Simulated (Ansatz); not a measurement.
Given:

Hf (hcp, Mg type)

```xyz
2
Lattice="3.2041 0.0000 0.0000 -1.6021 2.7749 0.0000 0.0000 0.0000 5.0689" Properties=species:S:1:pos:R:3 pbc="T T T"
Hf     0.0000     1.8499     3.8017
Hf     1.6021     0.9250     1.2672
```

This relaxed cell (volume V₀) is scaled evenly in all directions, its shape held. Symmetry pins the atoms to their sites.

Level of theory: PBE (plane waves to 420 eV, PAW, scalar-relativistic; Ansatz, a program for electronic structure). k mesh 17×17×9 (Γ-centred), Fermi-Dirac smearing 0.05 eV. E stands for the smeared free energy. Compression counts positive. With the shape held, the modulus is that of even scaling; a crystal free to change shape is softer. Hf is run without spin polarisation. Hf was relaxed with its symmetry unable to fall. Spin-orbit coupling is left out, though Hf is heavy. The PAW data are Ansatz's earlier set. The zero of ΔE is the relaxed starting cell.

The scan covers V/V₀ from 0.840 to 1.160 in 9 points.

Task: What is the fitted pressure derivative B₀′?

Result: 3.4.

Task: What bulk modulus at fixed cell shape B₀ follows from a third-order Birch-Murnaghan fit?

Result: 107 GPa.

(A scan under strain: stresses follow from slopes of the energy per volume, elastic moduli from its curvatures.)
